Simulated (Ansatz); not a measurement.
Mg2Si (antifluorite type, space group Fm-3m)

```
Mg2Si
1.0
    0.00000     3.18242     3.18242
    3.18242     0.00000     3.18242
    3.18242     3.18242     0.00000
Si Mg
1 2
Direct
  0.00000   0.00000   0.00000
  0.25000   0.25000   0.25000
  0.75000   0.75000   0.75000
```

This relaxed cell (volume V₀) is scaled evenly in all directions, its shape held. Symmetry pins the atoms to their sites.

Calculation: PBE (plane waves to 420 eV, PAW, scalar-relativistic; Ansatz, an electronic-structure program). k mesh 9×9×9 (Γ-centred), Fermi-Dirac smearing 0.05 eV. E stands for the smeared free energy. Stress and pressure are positive under compression. Mg2Si was relaxed with its symmetry unable to fall. The zero of ΔE is the relaxed starting cell.

```json
[
 {"V (Å³/atom)": "19.339", "ΔE (meV/atom)": "43.1"},
 {"V (Å³/atom)": "19.768", "ΔE (meV/atom)": "26.6"},
 {"V (Å³/atom)": "20.198", "ΔE (meV/atom)": "14.4"},
 {"V (Å³/atom)": "20.628", "ΔE (meV/atom)": "6.2"},
 {"V (Å³/atom)": "21.058", "ΔE (meV/atom)": "1.5"},
 {"V (Å³/atom)": "21.487", "ΔE (meV/atom)": "0.0"},
 {"V (Å³/atom)": "21.917", "ΔE (meV/atom)": "1.4"},
 {"V (Å³/atom)": "22.347", "ΔE (meV/atom)": "withheld"},
 {"V (Å³/atom)": "22.776", "ΔE (meV/atom)": "11.9"},
 {"V (Å³/atom)": "23.206", "ΔE (meV/atom)": "20.4"},
 {"V (Å³/atom)": "23.636", "ΔE (meV/atom)": "30.9"}
]
```

Problem. Fit a third-order Birch-Murnaghan form (E₀, V₀, B₀, B₀′ free) to the given rows and predict ΔE at V = 22.347.

Solution. Least squares on the 10 given rows: ΔE = E₀ + (9V₀B₀/16)·y²·[2 + (B₀′ − 4)y], y = (V₀/V)^(2/3) − 1, with V₀ = 21.485 Å³/atom, B₀ = 53.99 GPa (160.2 GPa = 1 eV/Å³; the term in eV is multiplied by 1000), B₀′ = 4.05, E₀ = 0.01 meV/atom; root-mean-square residual 0.02 meV/atom. At 22.347 the fit gives 5.5 meV/atom; the calculation gives 5.4 meV/atom, so the interpolation is off by 0.1 (+1.9 %). For the pressure the fit gives -1.96 GPa against the computed -1.96 GPa.

(A scan under strain: stresses follow from slopes of the energy per volume, elastic moduli from its curvatures.)
